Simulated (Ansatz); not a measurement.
V$_{2}$O$_{5}$:
```
V2O5
1.0
    5.74098     1.76940     0.00000
   -5.74098     1.76940     0.00000
   -0.01869     0.00000     4.29945
V O
2 5
Direct
  0.35177   0.64823   0.39001
  0.64823   0.35177   0.60999
  0.50000   0.50000   0.50000
  0.81860   0.18140   0.49759
  0.18140   0.81860   0.50241
  0.35394   0.64606   0.02378
  0.64606   0.35394   0.97622
```

Relaxed with r²SCAN+D4. Special points in fractions of this cell's reciprocal vectors: Γ (0.000, 0.000, 0.000); C (0.274, 0.274, 0.000); C2 (-0.274, 0.726, 0.000); Y2 (-0.500, 0.500, 0.000); M2 (-0.500, 0.500, 0.500); D (-0.273, 0.727, 0.500); D2 (0.273, 0.273, 0.500); A (0.000, 0.000, 0.500); L2 (0.000, 0.500, 0.500); V2 (0.000, 0.500, 0.000).

Task: List the band energies nearest the valence-band maximum at these points for the program Ansatz at the r²SCAN+D4 level (PAW).

Result: In eV from the valence-band maximum; about four levels below and three above (degenerate sets whole), none deeper than 8.9 eV; points with the same levels are listed once.

```json
[
 {"k": "Γ", "below": "-1.30 -1.22 -1.15 -0.52", "above": "2.14 3.47 3.81"},
 {"k": "C", "below": "-1.52 -1.41 -0.82 -0.78", "above": "2.46 3.25 3.53"},
 {"k": "Y2", "below": "-1.66 -1.19 -1.10 -0.66", "above": "1.97 3.42 3.56"},
 {"k": "M2", "below": "-1.16 -0.97 -0.78 0.00", "above": "2.10 3.62 3.64"},
 {"k": "D", "below": "-1.15 -0.42 -0.21 -0.06", "above": "2.48 3.32 3.90"},
 {"k": "A", "below": "-1.11 -0.94 -0.90 -0.10", "above": "2.28 3.59 4.03"},
 {"k": "L2", "below": "-0.99 -0.43 -0.25 -0.06", "above": "2.45 3.35 3.90"},
 {"k": "V2", "below": "-1.54 -1.24 -0.86 -0.70", "above": "2.40 3.26 3.52"}
]
```

Space group C2/m. The workflow started from a Materials Project entry (that database holds measured and hypothetical structures alike); the Crystallography Open Database copy checked does not list it. COD files the formula under space group No. 31, 59, so this cell is another polymorph or a model. Whether it is the stable phase at ambient conditions was not checked. Symmetry was held in the r²SCAN+D4 relaxation; whether a distortion lowers the energy is not shown. The run is not spin-polarised. No Hubbard U is applied.

Potentials: the later of the program's two PAW sets.
